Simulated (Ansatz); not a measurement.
LaBi2ClO4:
```
LaBi2ClO4
1.0
    3.94291     0.00000     0.00000
    0.00000     3.94291     0.00000
    0.00000     0.00000     9.08432
La Bi Cl O
1 2 1 4
Direct
  0.00000   0.00000   0.00000
  0.50000   0.50000   0.28471
  0.50000   0.50000   0.71529
  0.00000   0.00000   0.50000
  0.00000   0.50000   0.16714
  0.00000   0.50000   0.83286
  0.50000   0.00000   0.16714
  0.50000   0.00000   0.83286
```

This is the r²SCAN+D4-relaxed structure.

Problem. All from r²SCAN+D4 in the plane-wave PAW code Ansatz, unless another level is named. Predict the gap with spin–orbit coupling.

Solution. 1.49 eV.

Problem. What about the formation energy from the elements (no fitted shifts)?

Solution. -2.18 eV/atom.

Problem. And the weight of the valence-edge state by species (Voronoi cells)?

Solution. O 48 %, Cl 28 %, Bi 24 %.

Space group P4/mmm. The first step of the workflow began from a Materials Project structure, measured or hypothetical; the Crystallography Open Database copy checked does not list it. Whether it is the stable phase at ambient conditions was not checked. The cell was relaxed with r²SCAN+D4 under the symmetry of its start; whether a distortion lowers the energy is not shown. The references are the lowest solids computed at this level, not always the standard phases (solids in place of the gases). Scalar-relativistic: spin–orbit coupling is off unless named, which matters more the heavier the elements.

Potentials: the later of the program's two PAW sets.
